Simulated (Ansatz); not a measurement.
Ag in space group Fd-3m (No. 227; Ag on 8a, Ag on 16d) at seven volumes, the program Ansatz at the r²SCAN level (PAW), scaled uniformly. One row is withheld.

| V (Å³/atom) | P (GPa) |
|---|---|
| 16.877 | 11.02 |
| 17.433 | 6.60 |
| 17.990 | ? |
| 18.546 | -0.01 |
| 19.103 | -2.45 |
| 19.659 | -4.46 |
| 20.215 | -6.09 |

Question: Fit the shown pressures and predict the withheld one.

Answer: Third-order Birch–Murnaghan: P = (3/2)B₀(x^(7/2) − x^(5/2))[1 + (3/4)(B′ − 4)(x − 1)] with x = (V₀/V)^(2/3). Least squares on the six rows gives V₀ = 18.544 Å³/atom, B₀ = 89.89 GPa, B′ = 5.59. At V = 17.990, x = 1.0204 and P = 2.97 GPa. The run itself gave 2.97 GPa.

The start of the workflow was typed in or built on a structure type; neither database checked (COD, Materials Project) lists it. It is not the phase usual at ambient conditions (space group No. 225). The r²SCAN relaxation kept the symmetry of its start; whether a distortion lowers the energy is not shown. The run is not spin-polarised.

Potentials: the later of the program's two PAW sets.
